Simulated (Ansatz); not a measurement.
## K₂TiSi₃O₉: K-41 NMR of the central transition

Cell: a Materials Project structure (computed, not necessarily an observed phase), taken as it stands.

Space group R3:H (No. 146); a = 10.1687, c = 15.0195 Å, γ = 120.00°.

```csv
site,Wyckoff,site symmetry,x,y,z
K1,9b,1,0.1054,0.4360,0.6642
K4,3a,3.,0.0000,0.0000,0.4965
Ti5,3a,3.,0.0000,0.0000,0.2224
Ti6,3a,3.,0.0000,0.0000,0.7408
Si7,9b,1,0.0105,0.6090,0.4995
Si10,9b,1,0.2155,0.3183,0.3335
O13,9b,1,0.9528,0.8232,0.1471
O14,9b,1,0.7212,0.9691,0.4361
O16,9b,1,0.3374,0.3612,0.6050
O18,9b,1,0.1839,0.0764,0.6640
O19,9b,1,0.0951,0.1839,0.8155
O26,9b,1,0.8204,0.8742,0.3006
```

One atom of each set is listed; the run and its k-mesh use a cell of 30 atoms with edges of 7.72, 7.72, 7.72 Å.

The numbers come from a DFT calculation in Ansatz (PBE, plane waves and PAW, scalar-relativistic, 420 eV cutoff, Γ-centred 3×3×3 k-points, Fermi–Dirac smearing 0.02 eV).

K-41 has I = 3/2 and Q = 73.40 mb (Pyykkö 2018); at 35.2 T its Larmor frequency is ν₀ = 38.4 MHz. Only the quadrupole interaction is simulated: positions count from each site's isotropic chemical shift, and shift anisotropy, dipolar and J coupling are left out, though they dominate static lines narrower than about 10 kHz.

Task: What does the K-41 spectrum (static powder) show for each site?

Result: 

| site | first shell | C_Q (MHz) | η | P_Q (MHz) | δ_QIS (ppm) | breadth (kHz) |
| --- | --- | --- | --- | --- | --- | --- |
| K1 | 6 O at 2.78–3.02 Å; also 2 O at 3.35–3.39 Å | -2.88 | 0.47 | 2.98 | -150 | 39.8 |
| K4 | 9 O at 2.84–3.36 Å | -1.46 | 0.00 | 1.46 | -35.8 | 7.17 |

δ_QIS = −(ν_Q²/30ν₀²)[I(I+1) − 3/4](1 + η²/3) × 10⁶ ppm with ν_Q = 3|C_Q|/[2I(2I−1)]; it falls as 1/B₀² in ppm, and the breadth as 1/B₀ in kHz.

An axis of threefold or higher order runs through K4, so V_zz lies along it and η is zero.
